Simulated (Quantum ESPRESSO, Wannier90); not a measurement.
**Tight-binding from DFT: AgRhO2 (R-3m)**

```
begin unit_cell_cart
ang
   -1.5592199437    2.7006481626    0.0000000000
   -3.1184398873    0.0000000000    0.0000000000
   -1.5592199437    0.9002160542    6.3331230000
end unit_cell_cart
begin atoms_frac
Ag   0.0000000000  0.0000000000  0.0000000000
Rh   0.5000000000  0.5000000000  0.5000000000
O    0.1130230000  0.1130230000 -0.3390690000
O   -0.1130230000 -0.1130230000  0.3390690000
end atoms_frac
```

Materials Project entry mp-1018033; symmetrised, unrelaxed at this level. Not found in the COD (Crystallography Open Database) copy used; not checked further. Method: PBEsol plane waves in Quantum ESPRESSO 7.5 (PseudoDojo norm-conserving files, 71 Ry, spinors with spin-orbit coupling), Bloch states on a 6×6×6 mesh through Γ, Wannier90 4.0.1. Density: 12×12×12 mesh, Gaussian smearing 0.01 Ry.

A tight-binding model is made by disentanglement and projection with no localisation steps (num_iter = 0), so the 32 orbitals stay atom-like: hydrogen-like Ag: d; Rh: d; O: p, axes along x, y, z; frozen window up to 1.85 eV relative to the valence-band maximum. It follows pw.x to 47 meV rms for states up to 1.4 eV relative to the valence-band maximum. Matrix elements depend on this choice of orbitals and windows.

The 45 largest hoppings ⟨m,0|H|n,R⟩ between different sites (one of each Hermitian pair; signs follow the real orbitals' lobes; the list may end inside a set of equal values):

| m | n | R | distance of the centres (Å) | t (eV) | Im t (eV) |
|---|---|---|---|---|---|
| Rh2 dyz↑ | O4 py↑ | 0 1 0 | 2.00 | -1.537 | 0.000 |
| Rh2 dyz↓ | O4 py↓ | 0 1 0 | 2.00 | -1.537 | 0.000 |
| Rh2 dyz↑ | O3 py↑ | 1 0 1 | 2.00 | 1.537 | 0.000 |
| Rh2 dyz↓ | O3 py↓ | 1 0 1 | 2.00 | 1.537 | 0.000 |
| O3 pz↓ | Ag1 dz2↓ | 0 0 0 | 1.98 | -1.186 | 0.000 |
| O3 pz↑ | Ag1 dz2↑ | 0 0 0 | 1.98 | -1.186 | 0.000 |
| O4 pz↑ | Ag1 dz2↑ | 0 0 0 | 1.98 | 1.186 | 0.000 |
| O4 pz↓ | Ag1 dz2↓ | 0 0 0 | 1.98 | 1.186 | 0.000 |
| Rh2 dxz↓ | O3 px↓ | 0 0 1 | 2.02 | 1.015 | -0.014 |
| Rh2 dxz↑ | O4 px↑ | 1 1 0 | 2.02 | -1.015 | -0.014 |
| Rh2 dxz↓ | O4 px↓ | 1 1 0 | 2.02 | -1.015 | 0.014 |
| Rh2 dxz↑ | O3 px↑ | 0 0 1 | 2.02 | 1.015 | 0.014 |
| Rh2 dxz↑ | O3 px↑ | 0 1 1 | 2.02 | 1.015 | -0.014 |
| Rh2 dxz↓ | O3 px↓ | 0 1 1 | 2.02 | 1.015 | 0.014 |
| Rh2 dxz↑ | O4 px↑ | 1 0 0 | 2.02 | -1.015 | 0.014 |
| Rh2 dxz↓ | O4 px↓ | 1 0 0 | 2.02 | -1.015 | -0.014 |
| Rh2 dx2-y2↑ | O4 pz↑ | 0 1 0 | 2.15 | 0.930 | 0.001 |
| Rh2 dx2-y2↓ | O4 pz↓ | 0 1 0 | 2.15 | 0.929 | -0.001 |
| Rh2 dx2-y2↓ | O3 pz↓ | 1 0 1 | 2.16 | -0.928 | -0.001 |
| Rh2 dx2-y2↑ | O3 pz↑ | 1 0 1 | 2.16 | -0.928 | 0.001 |
| Rh2 dx2-y2↑ | O4 py↑ | 0 1 0 | 2.00 | 0.921 | 0.000 |
| Rh2 dx2-y2↓ | O4 py↓ | 0 1 0 | 2.00 | 0.921 | 0.000 |
| Rh2 dx2-y2↑ | O3 py↑ | 1 0 1 | 2.00 | -0.921 | 0.000 |
| Rh2 dx2-y2↓ | O3 py↓ | 1 0 1 | 2.00 | -0.921 | 0.000 |
| Rh2 dyz↓ | O3 px↓ | 0 0 1 | 2.02 | -0.904 | -0.055 |
| Rh2 dyz↑ | O3 px↑ | 0 0 1 | 2.02 | -0.904 | 0.055 |
| Rh2 dyz↑ | O4 px↑ | 1 0 0 | 2.02 | -0.904 | -0.055 |
| Rh2 dyz↓ | O4 px↓ | 1 0 0 | 2.02 | -0.904 | 0.055 |
| Rh2 dyz↑ | O4 px↑ | 1 1 0 | 2.02 | 0.904 | -0.055 |
| Rh2 dyz↓ | O4 px↓ | 1 1 0 | 2.02 | 0.904 | 0.055 |
| Rh2 dyz↑ | O3 px↑ | 0 1 1 | 2.02 | 0.904 | 0.055 |
| Rh2 dyz↓ | O3 px↓ | 0 1 1 | 2.02 | 0.904 | -0.055 |
| Rh2 dxz↑ | O4 py↑ | 1 1 0 | 2.06 | 0.904 | 0.039 |
| Rh2 dxz↓ | O4 py↓ | 1 1 0 | 2.06 | 0.904 | -0.039 |
| Rh2 dxz↑ | O3 py↑ | 0 0 1 | 2.06 | -0.904 | -0.039 |
| Rh2 dxz↓ | O3 py↓ | 0 0 1 | 2.06 | -0.904 | 0.039 |
| Rh2 dxz↑ | O3 py↑ | 0 1 1 | 2.06 | 0.904 | -0.039 |
| Rh2 dxz↓ | O3 py↓ | 0 1 1 | 2.06 | 0.904 | 0.039 |
| Rh2 dxz↑ | O4 py↑ | 1 0 0 | 2.06 | -0.904 | 0.039 |
| Rh2 dxz↓ | O4 py↓ | 1 0 0 | 2.06 | -0.904 | -0.039 |
| Rh2 dxy↑ | O4 px↑ | 1 1 0 | 2.02 | 0.883 | 0.020 |
| Rh2 dxy↑ | O3 px↑ | 0 0 1 | 2.02 | -0.883 | -0.020 |
| Rh2 dxy↓ | O3 px↓ | 0 0 1 | 2.02 | -0.883 | 0.020 |
| Rh2 dxy↓ | O4 px↓ | 1 1 0 | 2.02 | 0.883 | -0.020 |
| Rh2 dxy↓ | O3 px↓ | 0 1 1 | 2.02 | -0.883 | -0.020 |
